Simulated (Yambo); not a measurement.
Rb$_{2}$LiTlF$_{6}$ (space group Fm-3m, No. 225), G0W0@LDA (Yambo, plasmon pole, terminator in G, 2×2×2 mesh): gap Γ → Γ in eV by bands and screening block.

| bands (W and G) | 2 Ry | 3 Ry | 5 Ry | 6 Ry | 8 Ry |
|---|---|---|---|---|---|
| 77 | 6.67 | 6.38 | 6.27 | [?] | 6.25 |
| 119 | 6.37 | 6.07 | 5.97 | 5.99 | 5.99 |
| 173 | 6.25 | 5.95 | 5.85 | 5.86 | 5.86 |
| 241 | 6.20 | 5.89 | 5.79 | 5.81 | 5.81 |
| 311 | 6.19 | [?] | [?] | 5.79 | 5.80 |

Q: Estimate the withheld gaps from their neighbours; the computed values follow.

A: 
- 77, 6 Ry: 6.26
- 311, 3 Ry: 5.87
- 311, 5 Ry: 5.77

The largest settings aren't shown to be the converged limit.

The standard potential for Tl keeps a d shell in the valence without the s and p states of that shell. In tests on such compounds this moved G0W0 gaps by up to about 0.9 eV, so absolute quasiparticle energies here are unreliable; differences between settings are what counts.

Spin-orbit coupling is not included.

Geometry of the Materials Project entry, not relaxed at this level; primitive cell a = b = c = 6.146 Å, α = β = γ = 60.00°.

The structure is a Materials Project entry; no match was found in the copy of COD used, and its stability was not checked.
